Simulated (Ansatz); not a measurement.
Start of a relaxation of ZnCd2Se3:

```cif
data_structure
_symmetry_space_group_name_H-M 'P 1'
_symmetry_Int_Tables_number 1
_cell_length_a 4.1114
_cell_length_b 4.1114
_cell_length_c 10.0708
_cell_angle_alpha 90.000
_cell_angle_beta 90.000
_cell_angle_gamma 120.000
_cell_volume 147.43
loop_
_atom_site_label
_atom_site_type_symbol
_atom_site_fract_x
_atom_site_fract_y
_atom_site_fract_z
_atom_site_occupancy
Zn1 Zn 0.66667 0.33333 0.66667 1
Cd1 Cd 0.00000 0.00000 0.00000 1
Cd2 Cd 0.33333 0.66667 0.33333 1
Se1 Se 0.00000 0.00000 0.75000 1
Se2 Se 0.66667 0.33333 0.41667 1
Se3 Se 0.33333 0.66667 0.08333 1
```

Level of theory: DFT PBE, scalar-relativistic, plane waves, PAW in Ansatz. Cutoff 420 eV, Gaussian smearing, Γ-centred meshes. Cell and atoms relax first on a coarse mesh and then on a converged one. In between, the cell is made exact in the group found at 0.06 Å. The steps can't lower the symmetry of their start. No spin polarisation.

A guess keeps its type if space group and coordination stay and the shape of the cell changes little (axis ratios within about 15 %, angles within 6°); the volume may change.

Question: Does it keep its structure type, or change into something else?

Answer: It keeps its type. The symmetry stays P3m1 (No. 156). The volume per atom grows by 12.4 %, from 24.6 to 27.6 Å³. The shortest distance goes from 2.52 Å (Cd–Se and Zn–Se) to 2.48 Å (Zn–Se). The ratio c/a of the conventional cell changes by a factor of 1.01. Counting neighbours within 15 % of an atom's shortest distance, the start has Cd 4, Se 4, Zn 4 and the end Cd 4, Se 4, Zn 4.

Energies over the elements count from the elements' standard structures at the same level, with no fitted energy shifts.

Question: At what energy does it end?

Answer: −0.638 eV/atom. A negative formation energy is needed for stability but isn't enough: competing phases decide.

The last run used a 12×12×4 mesh (in the run's order of axes) for its 6-atom cell and Gaussian smearing of 0.02 eV. The reference form of Se is held partly by dispersion forces, which this level lacks. A structure relaxed within its symmetry needn't be a true minimum.
